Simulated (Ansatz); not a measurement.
ZrTa (rock salt, space group No. 225) at seven volumes, plane-wave PAW r²SCAN (Ansatz code), scaled uniformly. One row is withheld.

| V (Å³/atom) | P (GPa) |
|---|---|
| 20.436 | 10.58 |
| 21.110 | 6.51 |
| 21.784 | ? |
| 22.457 | 0.00 |
| 23.131 | -2.63 |
| 23.805 | -4.97 |
| 24.479 | -7.06 |

Fit the shown pressures and predict the withheld one.

Third-order Birch–Murnaghan: P = (3/2)B₀(x^(7/2) − x^(5/2))[1 + (3/4)(B′ − 4)(x − 1)] with x = (V₀/V)^(2/3). Least squares on the six rows gives V₀ = 22.459 Å³/atom, B₀ = 94.95 GPa, B′ = 3.49. At V = 21.784, x = 1.0206 and P = 3.06 GPa. The run itself gave 3.01 GPa.

Space group Fm-3m (rock salt). The start of the workflow was typed in or built on a structure type; neither database checked (COD, Materials Project) lists it. Whether it is the stable phase at ambient conditions was not checked. The r²SCAN relaxation kept the symmetry of its start. At this level the phase is mechanically unstable. The run is not spin-polarised. Its formation energy is positive at this level, so the cell may be metastable or incomplete. Scalar-relativistic: spin–orbit coupling is off unless named, which matters more the heavier the elements.

Potentials: the later of the program's two PAW sets.
